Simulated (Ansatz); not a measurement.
Computed with Ansatz, DFT PBE, scalar-relativistic, plane waves, PAW. Cutoff 420 eV, Γ-centred meshes of about 0.25 Å⁻¹ or finer for metals and 0.3 Å⁻¹ for insulators (2π included), Gaussian smearing. No spin polarisation.

All energies are static (0 K, no zero-point motion).

Two relaxed structures of Al₃BiO₃:

A. Space group R3m (No. 160), trigonal, a = 7.450 Å, c = 6.601 Å. Al has 3 O at 1.85–1.86 Å and 1 Bi at 2.81 Å; around Bi lie 3 Al at 2.81 Å and 3 O at 2.96 Å; around O lie 3 Al at 1.85–1.86 Å, 2 O at 2.82 Å and 1 Bi at 2.96 Å.

B. Space group P3m1 (No. 156), trigonal, a = 3.048 Å, c = 14.382 Å. Around Al on its first site lie 1 O at 1.73 Å and 3 O at 1.84 Å; Al on its second site is surrounded by 3 O at 1.89 Å and 3 O at 2.14 Å; around Al on its third site lie 6 Al at 3.05 Å and 3 Bi at 3.23 Å; around Bi lie 6 Bi at 3.05 Å and 3 Al at 3.23 Å; O on its first site has 1 Al at 1.73 Å and 3 Al at 2.14 Å; 2 more sites not described.

Question: Which is lower in energy, and by how much?

Answer: A is lower, by 51 meV/atom. A has space group R3m (No. 160), 15.1 Å³/atom and a gap of 0.69 eV on its mesh; B has space group P3m1 (No. 156), 16.5 Å³/atom and no gap. Counting O atoms around Al and Bi (those within 1.25 times the shortest such distance or 1.15 times the sum of covalent radii; a plus sign parts nearer from farther groups; the shortest distance is added where it is long for a bond; a slash parts the counts of unlike sites), A has Al 3, Bi 3+3 from 3.0 Å and B has Al 3 from 3.8 Å/4/3+3, Bi 1+6 from 4.2 Å. Both come from trial cells of a structure search, whose lowest cell (P2_1/m, 17.7 Å³/atom) lies 54 meV/atom below the lower of the two.

Weakly bound directions are ill-defined at this level, which has no dispersion term (P3m1), and this can change margins and order among such cells. Spin–orbit coupling, which can matter for Bi, is left out. Kohn–Sham gaps at this level usually fall short of measured ones. The missing spin–orbit coupling can work the other way here. With atoms moved at random, A came back. B had no clear such test and can be a saddle point. Some types were kept out of the candidates beforehand, so the set may lack a known form.
